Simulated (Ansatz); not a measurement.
# Data sheet: MgO (DFT)

MgO:
```
MgO
1.0
    3.27495     0.00000     0.00000
   -1.63748     2.83619     0.00000
    0.00000     0.00000     4.90389
Mg O
2 2
Direct
  0.33333   0.66667   0.00127
  0.66667   0.33333   0.50127
  0.33333   0.66667   0.40333
  0.66667   0.33333   0.90333
```

Space group P6_3mc (No. 186), wurtzite; conventional cell a = b = 3.275 Å, c = 4.904 Å, α = β = 90.00°, γ = 120.00°.

Method: DFT-LDA in the program Ansatz with PAW potentials. The cell and atoms are relaxed at this level. Other levels are named where they apply.

Cell and energy:

```json
{
 "volume_per_atom": "11.39 Å³",
 "density": "2.94 g/cm³",
 "Formation energy from the elements (no fitted shifts)": "-2.77 eV/atom"
}
```

Electronic structure:

```json
{
 "band_gap": "3.54 eV (direct)",
 "valence_band_maximum": "at Γ",
 "conduction_band_minimum": "at Γ",
 "electron_effective_mass": "0.35 mₑ (isotropic)",
 "hole_effective_mass": "0.37, 5.1, 5.1 mₑ (principal values)"
}
```

Mechanics:

```json
{
  "Elastic constants (relaxed ions, GPa)": "C11 = 205, C12 = 115, C13 = 111, C33 = 87.5, C44 = 67.2",
  "mechanical_stability": "stable (all eigenvalues of C positive)",
  "Piezoelectric stress constants (proper, relaxed ions, C/m²)": "e15 = e24 = -0.36, e31 = e32 = -0.80, e33 = 2.35"
}
```

Dielectric response:

```json
{
 "Electronic dielectric constant ε∞ (DFPT)": "2.98 (xx = yy), 3.10 (zz)",
 "Static dielectric constant ε0 (ions relaxed, cell fixed)": "5.37 (xx = yy), 7.34 (zz)",
 "Born charges (a third of the trace)": "Mg +1.83, O -1.83 e",
 "Largest static χ(2) component": "5.2 pm/V"
}
```

Phonons:

```json
{
  "Highest zone-centre frequency (without LO–TO term)": "546 cm^-1",
  "zone_centre_stability": "no imaginary mode at Γ",
  "dynamical_stability_on_the_path": "stable (no imaginary branch)",
  "zero_point_energy": "75.7 meV/atom",
  "Vibrational entropy at 300 K": "14.9 J/(K·mol of atoms)"
}
```

The workflow started from a Materials Project entry (that database holds measured and hypothetical structures alike); the Crystallography Open Database copy checked does not list it. It is not the phase usual at ambient conditions (space group No. 225). Symmetry was held in the LDA relaxation. Signs of piezoelectric constants follow the polarity of the cell as given. The references are the lowest solids computed at this level, not always the standard phases (solids in place of the gases).

Potentials: the later of the program's two PAW sets.
